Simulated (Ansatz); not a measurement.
A distorted cell of LiF (rock salt):

```xyz
2
Lattice="0.0000 2.0339 2.0339 2.0339 0.0000 2.0339 2.0339 2.0339 0.0000" Properties=species:S:1:pos:R:3 pbc="T T T"
F      0.0000     0.0000    -0.0304
Li     2.0339     2.0339     2.1173
```

All values below come from PBE (plane waves to 420 eV, PAW, scalar-relativistic; Ansatz, a program for electronic structure). k mesh 14×14×14 (Γ-centred), Fermi-Dirac smearing 0.05 eV. Stress and pressure are positive under compression. LiF was relaxed with its symmetry unable to fall.

Question: Predict the force on every atom, in eV/Å.

Answer: 
| atom | Fx | Fy | Fz |
|---|---|---|---|
| F1 | 0.000 | 0.000 | 0.173 |
| Li2 | 0.000 | 0.000 | -0.173 |

Question: What is the stress tensor (GPa)?

Answer: 
```
  -0.08     0.00     0.00
   0.00    -0.08     0.00
   0.00     0.00     1.61
```
The pressure, a third of the trace, is 0.49 GPa.

(For displaced atoms, the force is minus the slope of the energy, and its curvature is a force constant, which sets phonon frequencies.)
